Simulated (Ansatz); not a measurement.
TaAgO3 in space group R-3c (No. 167; Ta on 6b, Ag on 6a, O on 18e), plane-wave PAW r²SCAN (Ansatz code), all energies at zero smearing, with the estimated change up to a 700 eV cutoff added, with one set of potentials and settings (totals compare only within such a set). Cell of 10 atoms (2 Ta, 2 Ag, 6 O): -38514.777 eV.

| element | reference phase | E (eV/atom) |
|---|---|---|
| Ta | Im-3m, 1 atoms in the cell | -9944.3222 |
| Ag | R-3m, 3 atoms in the cell | -7603.9440 |
| O | C2/m, 4 atoms in the cell, spin-polarised | -566.0281 |

Formation energy per atom, worked out: (-38514.777 − 2×(-9944.3222) − 2×(-7603.9440) − 6×(-566.0281))/10 = -2.208 eV/atom (-213 kJ per mol of atoms), at 0 K, without zero-point energy or fitted corrections.

The workflow started from a Materials Project entry (that database holds measured and hypothetical structures alike); the Crystallography Open Database copy checked does not list it. COD files the formula under space group No. 161. Its standing as an ambient phase is unchecked. The cell was relaxed with r²SCAN under the symmetry of its start; phonons show weakly imaginary modes. No spin polarisation was allowed. The references are the lowest solids computed at this level, not always the standard phases (solids in place of the gases). Spin–orbit coupling is left out wherever it is not named.

Potentials: the later of the program's two PAW sets.
